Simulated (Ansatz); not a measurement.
**Y$_{2}$C: zone-centre modes under pressure**

Y$_{2}$C, R-3m, a = 3.568 Å, c = 18.221 Å. The structure is a COD entry; whether it is the stable form wasn't checked. Ansatz: PBEsol, PAW, 420 eV, Γ-centred 12×12×12 mesh on 3 atoms, Fermi-Dirac smearing 0.15 eV; no spin polarisation. Cell and atoms are relaxed at each pressure with the symmetry kept; optical modes at Γ by linear response, in cm⁻¹, matched by rank (the highest 3 distinct ones).

```
P (GPa) V (Å³/atom)     ω1     ω2     ω3
      0       22.326  225.1  351.0  401.1
      3       21.331      ?      ?      ?
     10       19.610  251.7  392.6  443.6
```

**Question.** Get each mode's Grüneisen parameter γ = −d ln ω/d ln V from the other rows and predict the missing frequencies.

**Answer.** ln(V/V0) = 0.0000, -0.0456, -0.1297; a line through ln(ω/ω0) of the 2 known rows gives ω1: γ = 0.861, predicted 234.1, computed 234.8; ω2: γ = 0.864, predicted 365.1, computed 363.6; ω3: γ = 0.776, predicted 415.6, computed 416.6. The worst miss is 0.4 %, or 12 % of the shift under pressure, so a constant γ serves at that level. In a metal these frequencies hang on the mesh and smearing.